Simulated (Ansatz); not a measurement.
BeS (NiAs type, P6_3/mmc) at seven volumes, plane-wave PAW PBEsol (Ansatz code), shape and atoms relaxed at each. One row is withheld.

```csv
V (Å³/atom),P (GPa)
10.978,12.95
11.340,7.99
11.702,3.70
12.064,0.00
12.426,?
12.787,-5.98
13.149,-8.39
```

Task: Fit the shown pressures and predict the withheld one.

Result: P = (3/2)B₀(x^(7/2) − x^(5/2))[1 + (3/4)(B′ − 4)(x − 1)] with x = (V₀/V)^(2/3). Least squares on the six rows gives V₀ = 12.064 Å³/atom, B₀ = 115 GPa, B′ = 3.81. At V = 12.426, x = 0.9805 and P = -3.21 GPa. The run itself gave -3.21 GPa.

The cell is a constructed one: a structure type filled with these elements; neither database checked (COD, Materials Project) lists it. COD files the formula under space group No. 216, so this cell is another polymorph or a model. Whether it is the stable phase at ambient conditions was not checked. Symmetry was held in the PBEsol relaxation. At this level the phase is dynamically unstable (imaginary phonons).

Potentials: the later of the program's two PAW sets.
